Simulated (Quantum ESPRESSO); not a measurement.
NGe6B, a curve over strain

Computed values, not a measurement. The program is pw.x of Quantum ESPRESSO 7.5 (plane-wave density functional theory). The cell is made up: 8 atoms on a zincblende/diamond lattice, with randomly drawn elements, strain and displacements, not relaxed. PseudoDojo standard norm-conserving files (v0.5 for PBE, v0.4.1 for LDA and PBEsol) set the functional; there is no spin polarisation, spin-orbit coupling or dispersion term, and the masses in the input are unused placeholders.

Seven runs add a strain to one cell (the same linear strain along x, y and z); the atoms follow the cell and are not relaxed. Stress in the table is positive in tension.

Input of the run at +0.0064:

```
&control calculation='scf', pseudo_dir='./dojo.nc.sr.pbe.v0_5.standard.upf', outdir='./o', disk_io='medium', tprnfor=.true., tstress=.true. /
&system ibrav=0, nat=8, ntyp=3, nbnd=56, ecutwfc=84.00895049, nosym=.true., tot_charge=0,
 occupations='smearing', smearing='fd', degauss=0.0073498644
/
&electrons conv_thr=7.350e-09, electron_maxstep=60, /
ATOMIC_SPECIES
B 1.0 B.upf
Ge 1.0 Ge.upf
N 1.0 N.upf
CELL_PARAMETERS angstrom
5.8786 0.0425 -0.0044
0.0425 5.812 0.0027
-0.0044 0.0027 6.0334
ATOMIC_POSITIONS angstrom
N 0.0119 -0.0425 0.0692
Ge 0.0575 2.9549 3.0344
Ge 3.0044 0.0407 2.9711
B 2.944 2.9793 -0.0139
Ge 1.4159 1.4615 1.4818
Ge 1.4346 4.3741 4.5112
Ge 4.4073 1.4804 4.5411
Ge 4.5078 4.4264 1.5376
K_POINTS automatic
6 6 6 1 1 1
```

```
added strain  free energy less that of the input shown (eV)  stress xx (GPa)  stress yy (GPa)  stress zz (GPa)  stress xy (GPa)  pressure (GPa)  iterations
     -0.0213                                        -1.0533             8.99             8.39            10.83             1.06           -9.40          12
     -0.0105                                        -0.6668             9.67             9.11            11.44             0.96          -10.07          12
     +0.0064                                         0.0000            10.42             9.92            12.08             0.82          -10.81          12
     +0.0099                                         0.1462            10.54            10.05            12.18             0.80          -10.92          12
     +0.0152                                         0.3721            10.69            10.21            12.29             0.76          -11.07          12
     +0.0193                                         0.5506            10.79            10.33            12.37             0.74          -11.16          12
     +0.0233                                         0.7278            10.87            10.42            12.43             0.71          -11.24          12
```

A cubic fit gives a slope of stress xx against the added strain of 42 GPa at zero added strain, with the atoms clamped. Across the table the free energy follows the integral of the stress to within 1.0 meV. A rerun of one of the cells at 1437 eV and a 8 x 8 x 8 mesh moved values by no more than 0.003 eV in energy, 0.02 GPa in stress and 0.010 eV/Å in force.